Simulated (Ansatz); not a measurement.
Computed with Ansatz, DFT PBE, scalar-relativistic, plane waves, PAW. Settings: cutoff 420 eV, Γ-centred meshes spaced at most about 0.3 Å⁻¹, and about 0.25 Å⁻¹ or finer for metals (2π included), Gaussian smearing. No spin polarisation in the final relaxations.

These are static total energies at zero pressure. All come from trial cells, and lower structures may exist.

Question: Which of these relaxed structures of NbTlO2 is the lowest in energy?
A.

Space group P-4m2 (No. 115). a = 3.715 Å, b = 3.715 Å, c = 5.883 Å, α = 90.00°, β = 90.00°, γ = 90.00°
| atom | site | symmetry | x | y | z |
| --- | --- | --- | --- | --- | --- |
| Nb | 1d | -4m2 | 0.0000 | 0.0000 | 0.5000 |
| Tl | 1b | -4m2 | 0.5000 | 0.5000 | 0.0000 |
| O | 2g | 2mm. | 0.0000 | 0.5000 | 0.5893 |

B.

Space group P4/mmm (No. 123). a = 3.925 Å, b = 3.925 Å, c = 5.110 Å, α = 90.00°, β = 90.00°, γ = 90.00°
```
atom  site  symmetry       x       y       z
  Nb    1d     4/mmm  0.5000  0.5000  0.5000
  Tl    1a     4/mmm  0.0000  0.0000  0.0000
   O    2e      mmm. 0.0000  0.5000  0.5000
```

Answer: A. It has space group P-4m2 (No. 115); the next, B, with space group P4/mmm (No. 123), lies 139 meV/atom higher. Counting O atoms around Nb and Tl (those within 1.25 times the shortest such distance or 1.15 times the sum of covalent radii, 1.27 where that leaves under three; the shortest distance is added where it exceeds 1.18 times the sum of covalent radii), the lowest has Nb 4, Tl 4 from 3.0 Å and the next has Nb 4, Tl 8 from 3.2 Å.

These runs have no spin–orbit coupling, which can matter for Tl. A magnetic state wasn't ruled out in cells without spin, among them P4/mmm. Cells relaxed within their symmetry can be saddle points. The P-4m2 cell of NbTlO2 came from shaking the P4/mmm one. Some structure types and database cells were kept out of the candidates from the start, so a known form may be missing.
